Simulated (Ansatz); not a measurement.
Values for one crystal, relaxed and computed with plane-wave PAW r²SCAN (Ansatz code); other levels are named.

```yaml
volume_per_atom: 19.57 Å³
band_gap: 2.72 eV (direct)
Hole effective mass, band 2 of 2 at the edge: 0.19 along x, 1.5 along z (mₑ)
Hole effective mass, band 1 of 2 at the edge: 1.6 along x, 1.5 along z (mₑ)
conduction_band_minimum: at Γ
electron_effective_mass: 0.19 mₑ (isotropic)
Bulk modulus (Birch–Murnaghan fit): 78.5 GPa
```

Task: Which compound is it?
A) PtS2, CdI2 type
B) ZnS, P3m1 (Pearson symbol hP36)
C) GaGeTe, R-3m (Ga on 6c, Ge on 6c, Te on 6c)
D) MgS, wurtzite

Result: B, ZnS, P3m1 (Pearson symbol hP36)

The first step of the workflow began from a Materials Project structure, measured or hypothetical; the Crystallography Open Database files this formula in space group No. 156, but the cells were not matched. It is not the phase usual at ambient conditions (space group No. 186, 216). Symmetry was held in the r²SCAN relaxation; whether a distortion lowers the energy is not shown.

Potentials: the later of the program's two PAW sets.
